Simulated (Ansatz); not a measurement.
Input and command of a plane-wave DFT calculation in Ansatz:

```yaml
crystal:
  lattice:
    - [2.5439665234, 0.0, 0.0]
    - [-1.2719832617, 2.2031396356, 0.0]
    - [0.0, 0.0, 4.1446287606]
  atoms:
    - { symbol: B, position: [0.6666666667, 0.3333333333, 0.9997995909] }
    - { symbol: B, position: [0.3333333333, 0.6666666667, 0.4997995909] }
    - { symbol: "N", position: [0.6666666667, 0.3333333333, 0.6252004091] }
    - { symbol: "N", position: [0.3333333333, 0.6666666667, 0.1252004091] }
basis:
  ecutwfc: 500
kpoints:
  mp_grid: { grid: [12, 12, 6] }
hamiltonian:
  xc: r2scan
scf:
  occupations: { method: gaussian, width: 0.05 }
output:
  forces: true
  stress: true
  eigenvalues: true
```

```bash
ansatz run input.yaml --threads 2 --pin off --max-ram 5120MiB --backend cpu --events-out ev --progress --plain --runs-dir out
```

Processor: Intel(R) Xeon(R) 6975P-C (Granite Rapids), 2 threads, on a host shared with other jobs.

How long does it run, and how much memory does it take?

About 1.4 s on 2 threads of Intel(R) Xeon(R) 6975P-C (Granite Rapids), on a shared host, peak memory 0.42 GiB. It solves 12 bands at 76 k points (the mesh reduced by symmetry) with about 591 plane waves, in 6 SCF iterations.
